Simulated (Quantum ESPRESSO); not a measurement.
For atom 5 (O) of Ga₂O₃ in R-3c, PBE PAW (JTH datasets; density from pw.x of a modified build of Quantum ESPRESSO, gradients reconstructed from it by a script) gives this field-gradient tensor in Cartesian axes (atomic units, 1 a.u. = 9.7174×10²¹ V/m²):

```
 0.0631  -0.0258   0.4139
-0.0258   0.0929   0.2389
 0.4139   0.2389  -0.1561
```

The geometry is a computed Materials Project entry, not a measured one. It is Ga2O3 in R-3c. Stability against distortions was not tested.  Cores are frozen. Against all-electron runs on small test molecules, this scheme's |Vzz| missed by −8 % on Ga, −2 to +6 % on O.

Find the principal values, η_Q, |C_Q|, ν_Q and P_Q for ¹⁷O (I = 5/2, |Q| = 0.0256 barn), and the second-order MAS shift at 21.1 T.

Eigenvalues (principal values) by size: Vxx = 0.1078, Vyy = 0.4348, Vzz = -0.5426 a.u. (they sum to zero).
η_Q = (Vxx − Vyy)/Vzz = 0.60.
|C_Q| = 234.96 MHz × |Q|/barn × |Vzz|/a.u. = 234.96 × 0.0256 × 0.5426 = 3.26 MHz.
Quadrupole frequency ν_Q = 3C_Q/[2I(2I − 1)] = 0.490 MHz, and P_Q = C_Q(1 + η²/3)^½ = 3.46 MHz.
At 21.1 T the Larmor frequency is ν0 = 121.8 MHz, and the second-order shift of the central transition's centre of gravity under MAS is −(3/40)(P_Q/ν0)²[I(I + 1) − 3/4]/[I²(2I − 1)²] × 10⁶ = -4.8 ppm.
